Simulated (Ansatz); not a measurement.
Relaxed-ion elastic tensor of Cs2NaBiF6 in space group Fm-3m (No. 225; Cs on 8c, Na on 4b, Bi on 4a, F on 24e) in GPa (Voigt order), LDA in the plane-wave PAW code Ansatz; density 5.71 g/cm³, 17.79 Å³ per atom.

```
83.3  25.3  25.3   0.0   0.0   0.0
25.3  83.3  25.3   0.0   0.0   0.0
25.3  25.3  83.3   0.0   0.0   0.0
 0.0   0.0   0.0  17.9   0.0   0.0
 0.0   0.0   0.0   0.0  17.9   0.0
 0.0   0.0   0.0   0.0   0.0  17.9
```

### Question
Is the crystal mechanically stable?

### Answer
Yes: the smallest eigenvalue of C is 17.9 GPa.

### Question
Work out the Voigt, Reuss and Hill averages.

### Answer
K_V = 44.6, K_R = 44.6, K_H = 44.6; G_V = 22.3, G_R = 21.2, G_H = 21.7 GPa.

### Question
Give Young's modulus, Poisson's ratio, Pugh's ratio and the universal anisotropy index.

### Answer
E = 9KG/(3K + G) = 56.1 GPa; ν = 0.29; K/G = 2.05 (ductile by the Pugh limit of 1.75); A_U = 5G_V/G_R + K_V/K_R − 6 = 0.28.

### Question
Estimate the sound speeds and the Debye temperature.

### Answer
v_l = √((K + 4G/3)/ρ) = 3590 m/s, v_t = √(G/ρ) = 1950 m/s, mean 2180 m/s; Θ = (h/k)(3n/4πV)^(1/3) v_m = 248 K.

### Question
Give the Zener ratio and Young's modulus along [100], [110] and [111].

### Answer
A = 2C44/(C11 − C12) = 0.62; 1/E = S11 − 2(S11 − S12 − S44/2)Γ with Γ = 0, 1/4, 1/3 gives 71.4, 51.8, 47.4 GPa.

The workflow started from a Materials Project entry (that database holds measured and hypothetical structures alike); the Crystallography Open Database files this formula in space group No. 225, but the cells were not matched. Its standing as an ambient phase is unchecked. The cell was relaxed with LDA under the symmetry of its start; of distortions, only those at the zone centre were tested. Scalar-relativistic: spin–orbit coupling is off unless named, which matters more the heavier the elements.

Potentials: the later of the program's two PAW sets.
